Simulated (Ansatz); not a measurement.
Ru (hcp, Mg type)

Space group P6₃/mmc (No. 194); a = 2.6919 Å, b = 2.6919 Å, c = 4.2457 Å, α = 90.00°, β = 90.00°, γ = 120.00°

```
atom  site  symmetry       x       y       z
----  ----  --------  ------  ------  ------
Ru      2d      -6m2  0.6667  0.3333  0.2500
```

The volume is varied about the relaxed value V₀ at fixed cell shape. Symmetry pins the atoms to their sites.

Calculation: PBEsol (plane waves to 420 eV, PAW, scalar-relativistic; Ansatz, a program for electronic structure). k mesh 20×20×11 (Γ-centred), Fermi-Dirac smearing 0.05 eV. Energies are smeared free energies. Ru is run without spin polarisation. Ru was relaxed with its symmetry unable to fall. The zero of ΔE is the relaxed starting cell.

Predict the ΔE (meV/atom) at V/V₀ = 0.840, 0.920, 0.947, 1.080, 1.107, 1.160.


| V/V₀ | ΔE (meV/atom) |
|---|---|
| 0.840 | 516 |
| 0.920 | 109 |
| 0.947 | 46 |
| 1.080 | 80 |
| 1.107 | 135 |
| 1.160 | 276 |

(A scan under strain: stresses follow from slopes of the energy per volume, elastic moduli from its curvatures.)
